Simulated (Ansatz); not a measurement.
An Ansatz (a quantum-chemistry and plane-wave program) run. Input:

Ansatz 0.2 input:
```yaml
crystal:
  lattice:
    - [1.920933792, 1.1090516419, 6.3718419902]
    - [-1.920933792, 1.1090516419, 6.3718419902]
    - [0.0, -2.2181032838, 6.3718419902]
  atoms:
    - { symbol: Ga, position: [0.4357648078, 0.4357648078, 0.4357648078] }
    - { symbol: Ga, position: [0.5642351922, 0.5642351922, 0.5642351922] }
    - { symbol: P, position: [0.0576822778, 0.0576822778, 0.0576822778] }
    - { symbol: P, position: [0.9423177222, 0.9423177222, 0.9423177222] }
kpoints:
  mp_grid: { grid: [8, 8, 8] }
hamiltonian:
  xc: r2scan
  pseudopotentials: { kind: paw }
scf:
  occupations: { method: fixed }
checkpoint: { read: static.run }
output: { write_density: true, elf: true, volumetric_format: npy }
basis: { fft_grid_basis: typed }
```

Output (shortened):

```
Pseudopotential: Ga, paw, valence charge 13
Pseudopotential: P, paw, valence charge 5
Functional definition: r2SCAN
Crystal: 4 atoms, lattice volume = 81.448 Å³
Basis set: ecut = 500 eV, 2045 PW (Γ), exchange–correlation on 200×200×200 points (64 copies of the dense FFT grid, shifted against one another)
Bands: 22, of which v1, the nominal top of the filled ones, is band 18 counted from 1 (17 counted from 0)
Symmetry: 12 space group operations
Space group: R-3m (ITA 166), of the structure as read, at distance tolerance 4.3e-5 Å
k-points: 65 of 512
Stability of the state it starts from, as read at its close in the unpolarized treatment …
iter 1 solved again at ethr=5.43e-7 eV; its pass at ethr=3.10e-3 eV (dr2=1.96e-4 eV) is discarded
SCF iter   1: F=—  HF=-9100.361512 eV  |F-HF|=—  |Δ(HF+E_count)|=         —  Δρ=9.12e-7  dr2=3.27e-10  dr2_τ=3.55e-11  ethr=5.43e-7  ⟨swp⟩=3.6  Hψ=10351  notcnv=0  defer=130
preconditioner: auto → Resta (q_TF=auto, 2.381 Å⁻¹)
SCF iter   2: F=—  HF=-9100.361535 eV  |F-HF|=—  |Δ(HF+E_count)|=   2.30e-5  Δρ=4.18e-7  dr2=6.97e-11  dr2_τ=2.80e-11  ethr=1.00e-12  ⟨swp⟩=11.6  Hψ=9181  notcnv=0
SCF iter   3: F=-9100.361535 eV  HF=-9100.361535 eV  |F-HF|=1.27e-11  |Δ(HF+E_count)|=  3.46e-11  Δρ=2.81e-7  dr2=3.17e-11  dr2_τ=3.56e-12  ethr=1.00e-12  ⟨swp⟩=1.0  Hψ=3120  notcnv=0
SCF 1 converged in 3 iterations: F = -9100.361535 eV  dr2 = 3.17e-11
SCF converged after 3 iterations
Free energy (F): -9100.361535 eV
Harris-Foulkes:  -9100.361535 eV  (|F-HF|=1.27e-11)
Internal energy: -9100.361535 eV  (E = F + TS)
E sigma→0 (E₀):  -9100.361535 eV
Fermi energy:    7.186408 eV
--- Per-component energies (eV) ---
  E_band       = -133.366098
  E_kinetic    = 371.429668
  E_local      = -4486.495498  (includes V_loc(G=0)·N_el)
  E_nonlocal   = 918.260753
  E_hartree    = 2081.518578
  E_xc         = -242.337565
  E_vxc        = -250.403230  (∫ρ·V_xc dr)
  E_paw        = -5156.934519  (= ΣΔE_a)
  E_vpaw       = -861.444514  (= ΣTr[D̂ρ^β])
  E_aug_tail   = -0.000088  (compensation charges beyond the density's cutoff)
  E_vtau       = 12.249629  (kinetic-family band-sum trace: ∫τ·v_τ [+ j·A + Jᵃ·Aᵃ] dr)
  E_ewald      = -2584.315040
  E_core_change = -1.487824  (= ΣΔE_core)
  E_smearing   =  0.000000  (= −TS)
  E_closure    = 0.000000  (closes the sum)
  Σ components = -9100.361535   (vs F -9100.361535, Δ=0.00e0)
  [band-id]    e_kinetic+e_local+e_nonlocal+2·e_hartree+e_vxc+e_vpaw+e_augmentation_tail+e_vtau = -133.366125   (vs E_band -133.366098, Δ=-2.64e-5)
--- Band table (eV; the first three rows and the last of 65) ---
  k-point 0: bands = ["-8.0641", "-7.9176", "-7.9176", "-7.8991", "-7.8991", "-7.8347", "-7.8347", "-7.6964", "-7.6952", "-7.6952", "-6.7313", "-3.8297", "-0.4120", "5.2702", "5.2702", "6.9437", "7.1864", "7.1864", "8.7699", "9.3761", "10.2567", "11.1104"]
  k-point 1: bands = ["-8.0609", "-7.9440", "-7.9153", "-7.9113", "-7.8915", "-7.8382", "-7.8302", "-7.7064", "-7.6962", "-7.6734", "-6.5538", "-3.6754", "-0.2965", "4.2665", "5.0597", "5.8259", "6.6467", "6.7719", "9.6306", "9.8192", "10.4290", "11.6109"]
  k-point 2: bands = ["-8.0562", "-7.9929", "-7.9348", "-7.9113", "-7.8732", "-7.8469", "-7.8177", "-7.7141", "-7.6986", "-7.6408", "-6.0840", "-3.2394", "-0.0860", "2.8195", "3.8235", "4.6320", "5.8615", "6.0383", "9.6856", "10.0666", "10.5784", "12.5988"]
  k-point 64: bands = ["-8.0597", "-7.9144", "-7.9144", "-7.9026", "-7.9026", "-7.8360", "-7.8360", "-7.7252", "-7.6935", "-7.6935", "-6.4535", "-4.6406", "1.8385", "3.3245", "5.3742", "5.3742", "6.9054", "6.9054", "8.8035", "10.0314", "11.3176", "11.3176"]
```

Cost: about 13 core-seconds (a rough figure) on shared cores.

The workflow started from a Materials Project entry (that database holds measured and hypothetical structures alike); the Crystallography Open Database copy checked does not list it. It is not the phase usual at ambient conditions (space group No. 216). The r²SCAN relaxation kept the symmetry of its start; its stability against distortions is not shown here. Scalar-relativistic: spin–orbit coupling is off unless named, which matters more the heavier the elements.

Potentials: the later of the program's two PAW sets.

Ansatz is a plane-wave DFT program.
